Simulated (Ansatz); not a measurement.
## Li₂Zn₂W₂O₉ — Zn-67 NMR of the central transition

Cell: a computed structure from the Materials Project (it need not be an observed phase).

Space group P-3c1 (No. 165); a = 5.2240, c = 14.4222 Å, γ = 120.00°.

```
site  Wyckoff  site symmetry       x       y       z
  Li       4d            3..  0.3333  0.6667  0.5186
  Zn       4d            3..  0.3333  0.6667  0.8071
   W       4c            3..  0.0000  0.0000  0.6412
 O13       6f            .2.  0.2817  0.0000  0.7500
 O19      12g              1  0.3308  0.3053  0.5880
```

One atom of each set is listed.

Method: Kohn–Sham DFT in Ansatz, PBE, plane waves and PAW, scalar-relativistic, 420 eV cutoff, Γ-centred 5×5×2 k-points, Fermi–Dirac smearing 0.02 eV.

Zn-67 has I = 5/2 and Q = 122.0 mb (Pyykkö 2018); at 11.7 T its Larmor frequency is ν₀ = 31.2 MHz. Only the quadrupole interaction is simulated: positions count from each site's isotropic chemical shift, and shift anisotropy, dipolar and J coupling are left out.

(1) What does the Zn-67 spectrum (static powder) show for each site?

## Answers

(1) 

```csv
site,first shell,C_Q (MHz),η,P_Q (MHz),δ_QIS (ppm),breadth (kHz)
Zn,6 O at 2.06–2.27 Å,6.43,0.00,6.43,-254,41.3
```

δ_QIS = −(ν_Q²/30ν₀²)[I(I+1) − 3/4](1 + η²/3) × 10⁶ ppm with ν_Q = 3|C_Q|/[2I(2I−1)]; it falls as 1/B₀² in ppm, and the breadth as 1/B₀ in kHz.

An axis of threefold or higher order runs through Zn, so V_zz lies along it and η is zero.

At this cell the PBE pressure is -5 GPa, so with PBE the cell would shrink if it were relaxed. The entry's cell may itself be off. The largest force is 1.1 eV/Å, so the atoms aren't at the calculated equilibrium and relaxing them would move these values.
